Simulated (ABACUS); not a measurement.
A self-consistent single point of CoSn (P2/m, 6 atoms in the cell; from Materials Project mp-20536, changed as shown).

```xyz
6
Lattice="5.2460 0.0000 0.0000 -2.6492 4.5886 0.0000 0.0000 0.0000 4.1876" Properties=species:S:1:pos:R:3 pbc="T T T"
Co    -1.3246     2.2943     0.0000
Co     2.6230     0.0000     0.0000
Co     1.2984     2.2943     0.0000
Sn     2.6143     1.5295     2.0938
Sn    -0.0175     3.0591     2.0938
Sn     0.0000     0.0000     0.0000
```

Computed with PBE, numerical atomic orbitals DZP (confined pseudo-atomic orbitals with Gaussian additions; energy shift 0.01 Ry), PseudoDojo 0.5 standard norm-conserving PBE (tails mended) pseudopotentials (ABACUS).

ABACUS settings:

| setting | value |
|---|---|
| basis | DZP numerical atomic orbitals, energy shift 0.01 Ry |
| KPT | Gamma 6 6 6 0 0 0 |
| basis_type | lcao |
| dft_functional | PBE |
| ecutwfc | 100 Ry |
| smearing_method | fd |
| smearing_sigma | 0.00734986 Ry |
| potentials | PseudoDojo 0.5 standard norm-conserving PBE (tails mended) |
| symmetry | 1 |
| ks_solver | scalapack_gvx |
| scf_nmax | 100 |
| scf_thr | 1.0e-07 |
| mixing_type | broyden |

Results:

| Item | Value |
|---|---|
| Number of valence electrons | 93 |
| Number of bands | 57 |
| Number of k-points after the program's reduction | 80 |
| Size of the basis | 153 |
| Number of SCF iterations | 17 |
| Free energy E − TS | -18928.5006 eV |
| Fermi level (on the code's own zero) | 15.47 eV |
| Pressure | 4.03 GPa |

Stress (GPa, positive for compression):
```
3.63  0.45  0.00
0.45  2.12  0.00
0.00  0.00  6.34
```

For comparison: a first run was changed to give this one (lattice vector b scaled by 1.01), and from it to this one the free energy drops by 3.4 meV/atom and the pressure goes from 5.50 to 4.03 GPa.

The atom-centred basis is finite, which shifts total energies and pressures against plane waves. The run has no spin polarisation, so moments on Co cannot form. The structure comes from a collection of computed structures, made at another level of theory; the collection holds predicted forms beside known ones. No clean gap shows at this smearing width and mesh (spacing up to 0.25 Å⁻¹); the mesh is coarse for partly filled bands, so the values carry mesh errors.

Cost on one core: very roughly 70 core-seconds.

The atomic orbitals were generated for these runs; they are not ABACUS's published sets and were checked against plane waves on a few crystals only.

“Tails mended”: in these copies of the files the far tail of each local potential was reset to the Coulomb form.
